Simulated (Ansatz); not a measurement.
# Trial structures of KScS2

KScS2 was placed in 4 structures, borrowed from other compounds or built from prototypes, and relaxed with PBEsol and then r2SCAN+rVV10 in Ansatz 0.2.0, symmetry kept. Energies are static, from a final single point; gaps are the least over its mesh and special points. The cells were built from prototypes, so some may not be known phases; spin polarisation is off.

```json
{"start": "ordering on rocksalt (b)", "ends in": "I4_1/amd", "volume (Å³/atom)": "22.72", "energy, r2SCAN+rVV10 (meV/atom)": "169", "gap, r2SCAN+rVV10 (eV)": "1.78", "shaken (PBEsol)": "falls 56 meV"}
{"start": "ordering on rocksalt (c)", "ends in": "P4/nmm", "volume (Å³/atom)": "23.03", "energy, r2SCAN+rVV10 (meV/atom)": "191", "gap, r2SCAN+rVV10 (eV)": "0.75", "shaken (PBEsol)": "returns (8 atoms)"}
{"start": "ordering on rocksalt (d)", "ends in": "P4/mmm", "volume (Å³/atom)": "21.98", "energy, r2SCAN+rVV10 (meV/atom)": "457", "gap, r2SCAN+rVV10 (eV)": "0.22", "shaken (PBEsol)": "falls 363 meV"}
{"start": "ordering on rocksalt", "ends in": "Pmmn", "volume (Å³/atom)": "22.80", "energy, r2SCAN+rVV10 (meV/atom)": "0", "gap, r2SCAN+rVV10 (eV)": "2.04", "shaken (PBEsol)": "returns (8 atoms)"}
```
Energies count from the lowest cell; the last column tells what a randomly displaced small cell does when relaxed without symmetry, which tests only the distortions that fit it.

Of the symmetric cells the lowest is the one started from ordering on rocksalt, which ends in Pmmn (No. 59), 169 meV an atom below the next (ordering on rocksalt (b)). Other structures, not tried here, could lie lower.

The cells shaken are PBEsol's, whose volumes can differ from those tabled by ten per cent. The falls are PBEsol's, in meV an atom on the shaken cell's own mesh; a cell that falls isn't a minimum, and its place in the table may change once it distorts.

The cells in order of energy (the first three):
- ordering on rocksalt: Pmmn, 22.80 Å³ an atom. K has 6 S at 2.91–3.21 Å; S has 2 Sc at 2.52 Å and 4 K at 2.91–3.20 Å; Sc has 6 S at 2.52–2.81 Å; S has 4 Sc at 2.60–2.81 Å and 2 K at 3.21 Å.
- ordering on rocksalt (b): I4_1/amd, 22.72 Å³ an atom. K has 6 S at 2.85–3.17 Å; S has 3 Sc at 2.49–2.85 Å and 3 K at 2.85–3.17 Å; Sc has 6 S at 2.49–2.85 Å.
- ordering on rocksalt (c): P4/nmm, 23.03 Å³ an atom. K is surrounded by 6 S at 2.92–3.38 Å; S is surrounded by 1 Sc at 2.31 Å and 5 K at 2.92–3.33 Å; S is surrounded by 5 Sc at 2.65–2.82 Å and 1 K at 3.38 Å; Sc is surrounded by 6 S at 2.31–2.82 Å.

The lowest symmetric cell:
```
CELL_PARAMETERS angstrom
3.73596 0.00000 0.00000
0.00000 5.61780 0.00000
0.00000 0.00000 8.69189
ATOMIC_POSITIONS crystal
K 0.00000 0.00000 0.89438
S 0.00000 0.50000 0.80699
K 0.50000 0.50000 0.10562
S 0.50000 0.00000 0.19301
Sc 0.00000 0.00000 0.38705
S 0.00000 0.50000 0.40532
Sc 0.50000 0.50000 0.61295
S 0.50000 0.00000 0.59468
```
